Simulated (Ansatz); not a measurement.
Sn2Pt:
```
CELL_PARAMETERS angstrom
      0.00000     4.14154     4.14154
      4.14154     0.00000     4.14154
      4.14154     4.14154     0.00000
ATOMIC_POSITIONS crystal
  Sn 0.62500 0.62500 0.62500
  Sn 0.12500 0.62500 0.62500
  Sn 0.62500 0.12500 0.62500
  Sn 0.62500 0.62500 0.12500
  Pt 0.25000 0.25000 0.25000
  Pt 0.00000 0.00000 0.00000
```

Relaxed with r²SCAN. Special points in fractions of this cell's reciprocal vectors: Γ (0.000, 0.000, 0.000); X (0.500, 0.000, 0.500); U (0.625, 0.250, 0.625); K (0.375, 0.375, 0.750); L (0.500, 0.500, 0.500); W (0.500, 0.250, 0.750).

Problem. List the band energies nearest the Fermi level at these points for r²SCAN with spin–orbit coupling in the plane-wave PAW code Ansatz.

Solution. In eV from the Fermi level; about four levels below and three above (degenerate sets whole), none deeper than 8.9 eV; points with the same levels are listed once.

```tsv
k	below	above
Γ	-0.69 -0.69 -0.69 -0.69	0.05 0.05 1.31 1.31
X	-1.12 -1.12 -1.12 -1.12	0.89 0.89 0.89 0.89
U	-0.92 -0.92 -0.84 -0.84	0.17 0.17 0.35 0.35
L	-0.85 -0.85 -0.11 -0.11	0.08 0.08 1.14 1.14
W	-0.84 -0.84 -0.67 -0.67	1.37 1.37 1.66 1.66
```

Space group Fd-3m (cubic Laves (MgCu2 type)). The cell is a constructed one: a structure type filled with these elements; neither database checked (COD, Materials Project) lists it. COD files the formula under space group No. 225, so this cell is another polymorph or a model. Its standing as an ambient phase is unchecked. The cell was relaxed with r²SCAN under the symmetry of its start; its stability against distortions is not shown here. The run is not spin-polarised.

Potentials: the earlier of the program's two PAW sets.
